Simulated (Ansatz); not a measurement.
# Two inputs for NbAs

Cell: a structure deposited in the COD, taken as it stands.

```
CELL_PARAMETERS angstrom
-1.72585 1.72585 5.84000
1.72585 -1.72585 5.84000
1.72585 1.72585 -5.84000
ATOMIC_POSITIONS crystal
Nb 0.75000 0.75000 0.00000
Nb 0.50000 0.00000 0.50000
As 0.16600 0.16600 0.00000
As 0.91600 0.41600 0.50000
```

Sites (sets of like atoms) are named by element and the number of their first atom in this list.

Reference run. All values are calculated (Ansatz; DFT, PBE, plane waves and PAW, scalar-relativistic, collinear spin, 420 eV cutoff, Γ-centred 13×13×13 k-points, Fermi–Dirac smearing 0.05 eV), not measured. Start moments as typed (μB): 2 on each Nb, none on the rest.

(1) The input is changed as follows: `scf.initial_density.chi_scale`: not typed → 0.1; `accuracy`: not typed → low; `hamiltonian.xc`: pbe → rpbe. What happens to V_zz (10²¹ V/m²) and η?

Answers

(1) 

| site | atom | V_zz reference | η reference | V_zz changed | η changed |
| --- | --- | --- | --- | --- | --- |
| Nb | 1 | 1.97 | 0.49 | 1.92 | 0.52 |
| As | 3 | 2.40 | 0.64 | 2.41 | 0.64 |

The largest change of V_zz is on Nb, from 1.97 to 1.92. In per cent, |V_zz| changes by +1 on As (all sites that start above 2). SCF iterations: 10 and 10. In the changed run the accuracy preset is low, yet the gradients stay close to the reference.

On the reference run: The largest force is 0.3 eV/Å, so the atoms aren't at the calculated equilibrium and relaxing them would move these values. With no gap above 0.1 eV, as in a metal, the gradients converge slowly in k; expect changes of a tenth or more on a denser mesh. Without spin–orbit coupling (the program notes it for Nb) the gradients can shift somewhat, as the gap is small. Semilocal functionals make gaps too small and can close them, so the real compound need not be a metal. The start moments die out, and the run ends without spin.
